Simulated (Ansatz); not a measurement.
ZnSe:
Space group F-43m (No. 216); a = b = c = 5.666 Å, α = β = γ = 90.00°

```
atom  site  symmetry       x       y       z
----  ----  --------  ------  ------  ------
Zn      4a      -43m  0.0000  0.0000  0.0000
Se      4d      -43m  0.7500  0.7500  0.7500
```
(The calculation used a cell of 2 atoms; values per cell refer to that cell.)

Relaxed with r²SCAN. The program Ansatz at the r²SCAN level (PAW) gives a gap of 1.86 eV.

Q: What gap does HSE06 give on the same cell (Ansatz, PAW)?

A: 2.42 eV, 0.55 eV more. The hybrid was solved on a coarser mesh and at special points; its gap is the smallest among all of these.

```json
[
 {"k": "Γ", "v1 r²SCAN": "0.00", "c1 r²SCAN": "1.86", "v1 HSE06": "0.00", "c1 HSE06": "2.42"},
 {"k": "X", "v1 r²SCAN": "-2.24", "c1 r²SCAN": "3.34", "v1 HSE06": "[?]", "c1 HSE06": "[?]"},
 {"k": "L", "v1 r²SCAN": "-0.89", "c1 r²SCAN": "3.05", "v1 HSE06": "[?]", "c1 HSE06": "[?]"},
 {"k": "W", "v1 r²SCAN": "-2.71", "c1 r²SCAN": "5.83", "v1 HSE06": "[?]", "c1 HSE06": "[?]"},
 {"k": "K", "v1 r²SCAN": "-1.83", "c1 r²SCAN": "3.99", "v1 HSE06": "[?]", "c1 HSE06": "[?]"}
]
```

Q: Top valence (v1) and lowest conduction level (c1) in eV from each method's valence maximum (which need not be a listed point): supply the withheld HSE06 values.

A: 
- L, v1 HSE06: -0.92
- L, c1 HSE06: 3.65
- W, v1 HSE06: -2.78
- W, c1 HSE06: 6.43
- K, v1 HSE06: -1.90
- K, c1 HSE06: 4.56
- X, v1 HSE06: -2.31
- X, c1 HSE06: 3.85

Cost on shared cores: the r²SCAN run (SCF on a 9×9×9 mesh, then bands and DOS) about 16 core-seconds (a rough figure), the HSE06 run (SCF on 6×6×6, then a few points) around 60 core-seconds (rough); the tasks are unlike.

Symmetry was held in the r²SCAN relaxation; phonons on a q-mesh show no instability. Spin–orbit coupling is left out wherever it is not named.

Potentials: the earlier of the program's two PAW sets.
